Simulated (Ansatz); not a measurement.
A geometry of CsPbCl₃ away from equilibrium: the start of the relaxation of a generated cell, CsPbCl3 built in the AFLOW prototype ABC3_hR10_167_a_b_e (as in LiNbO3). All values below come from PBEsol (plane waves to 420 eV, PAW, scalar-relativistic; Ansatz, a program for electronic structure). Γ-centred k-mesh 4×4×4 on the run's cell (coarser than for final values), Fermi–Dirac smearing 0.05 eV.

```xyz
10
Lattice="3.9713 2.2928 6.9375 -3.9713 2.2928 6.9375 0.0000 -4.5856 6.9375" Properties=species:S:1:pos:R:3:forces:R:3 pbc="T T T" free_energy=-41065.172 pressure_GPa=-1.3
Cs     0.0000     0.0000     5.2032    0.0000    0.0000    0.0000
Cs     0.0000     0.0000    15.6095    0.0000    0.0000    0.0000
Pb     0.0000     0.0000     0.0000    0.0000    0.0000    0.0000
Pb     0.0000     0.0000    10.4063    0.0000    0.0000    0.0000
Cl    -0.8544     2.2928    12.1407    0.6774    0.0000    0.0000
Cl    -1.5584    -1.8863    12.1407   -0.3387    0.5866    0.0000
Cl     2.4128    -0.4065    12.1407   -0.3387   -0.5866    0.0000
Cl     0.8544    -2.2928     8.6719   -0.6774    0.0000    0.0000
Cl     1.5584     1.8863     8.6719    0.3387   -0.5866    0.0000
Cl    -2.4128     0.4065     8.6719    0.3387    0.5866    0.0000
```

Positions in Å, forces in eV/Å, free energy of the cell in eV (comparable only within this code, potentials and settings). Largest force: 0.68 eV/Å, on Cl5, Cl6, Cl7, Cl8, Cl9, Cl10 (atoms numbered as listed); the geometry lies 0.09 eV/atom above the end of its relaxation.

No spin polarisation in the result.

The run could not lose the symmetry of its start, so the end can be a saddle point.

The end of the path is a generated cell of CsPbCl3: the first start was made by placing the elements on the sites of a structure type, and the end was not matched to a known phase here, so it may be hypothetical. Known forms of CsPbCl3 include space group No. 221.
